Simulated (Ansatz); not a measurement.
La3Ge4Pd4:
```
CELL_PARAMETERS angstrom
     -2.12739     2.19832    12.57720
      2.12739    -2.19832    12.57720
      2.12739     2.19832   -12.57720
ATOMIC_POSITIONS crystal
  La 0.35195 0.85195 0.50000
  La 0.64805 0.14805 0.50000
  La 0.00000 0.00000 0.00000
  Ge 0.44997 0.44997 0.00000
  Ge 0.55003 0.55003 0.00000
  Ge 0.19707 0.69707 0.50000
  Ge 0.80293 0.30293 0.50000
  Pd 0.90244 0.40244 0.50000
  Pd 0.09756 0.59756 0.50000
  Pd 0.75054 0.75054 0.00000
  Pd 0.24946 0.24946 0.00000
```

Relaxed with r²SCAN. Special points in fractions of this cell's reciprocal vectors: Γ (0.000, 0.000, 0.000); X (0.500, 0.500, -0.500); F2 (0.257, 0.743, -0.257); Σ0 (-0.257, 0.257, 0.257); Y0 (0.258, -0.258, 0.258); U0 (0.742, 0.258, -0.258); R (0.000, 0.500, 0.000); W (0.250, 0.250, 0.250); S (0.500, 0.000, 0.000); T (0.000, 0.000, 0.500).

Question: List the band energies nearest the Fermi level at these points for r²SCAN in the plane-wave PAW code Ansatz.

Answer: In eV from the Fermi level; about four levels below and three above (degenerate sets whole), none deeper than 8.9 eV; points with the same levels are listed once.

```csv
k,below,above
Γ,-0.73 -0.55 -0.42 -0.17,0.05 0.08 0.31
X,-0.39 -0.05 -0.05 -0.02,0.34 0.52 0.55
F2,-1.24 -1.10 -0.45 -0.18,0.05 0.85 1.21
Y0,-1.89 -1.27 -0.82 -0.05,0.19 0.29 0.50
R,-1.38 -0.67 -0.60 -0.45,0.52 0.76 0.88
W,-0.82 -0.69 -0.67 -0.13,0.88 2.12 2.24
S,-2.09 -1.21 -0.82 -0.25,0.29 0.52 0.56
T,-0.82 -0.69 -0.67 -0.13,0.87 2.12 2.24
```

Space group Immm. The first step of the workflow began from a Materials Project structure, measured or hypothetical; the Crystallography Open Database copy checked does not list it. Whether it is the stable phase at ambient conditions was not checked. The r²SCAN relaxation kept the symmetry of its start; whether a distortion lowers the energy is not shown. The run is not spin-polarised. Spin–orbit coupling is left out wherever it is not named.

Potentials: the later of the program's two PAW sets.
